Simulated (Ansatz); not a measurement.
Starting cell, GaN (wurtzite):

```xyz
4
Lattice="3.2184 0.0000 0.0000 -1.6092 2.7872 0.0000 0.0000 0.0000 5.2432" Properties=species:S:1:pos:R:3 pbc="T T T"
Ga     1.6092     0.9291     0.0051
Ga     0.0000     1.8581     2.6267
N      1.6092     0.9291     3.2730
N      0.0000     1.8581     0.6514
```

A phonon eigenvector at Γ is frozen into this cell: atom i moves by Q times the vector below, so Q is the largest atomic displacement, in Å. The cell is held. It is one choice among 2 degenerate patterns.

| atom | x | y | z |
|---|---|---|---|
| Ga1 | 0.000 | -0.161 | 0.000 |
| Ga2 | 0.000 | 0.161 | 0.000 |
| N3 | 0.000 | -1.000 | 0.000 |
| N4 | 0.000 | 1.000 | 0.000 |

Level of theory: PBE (plane waves to 420 eV, PAW, scalar-relativistic; Ansatz, a quantum-chemistry and plane-wave program). k mesh 12×12×6 (Γ-centred), Fermi-Dirac smearing 0.05 eV. GaN was relaxed with its symmetry unable to fall. 

```tsv
Q (Å)	−dE/dQ from forces (eV/Å)
-0.180	3.997
-0.150	3.563
-0.120	3.046
-0.090	2.438
-0.060	1.734
-0.030	0.925
0.000	0.000
0.030	-1.053
0.060	-2.249
0.090	-3.604
0.120	-5.138
0.150	-6.873
0.180	-8.834
```

What harmonic wavenumber does the curvature at Q = 0 give?

532 cm⁻¹. E″ = 32.89 eV/Å², M = Σ mᵢ|uᵢ|² = 31.6 u, ν̃ = 521.5·√(|E″|/M).

(A displaced cell: forces are minus the slopes of the energy, force constants its curvatures, and phonons follow from these.)
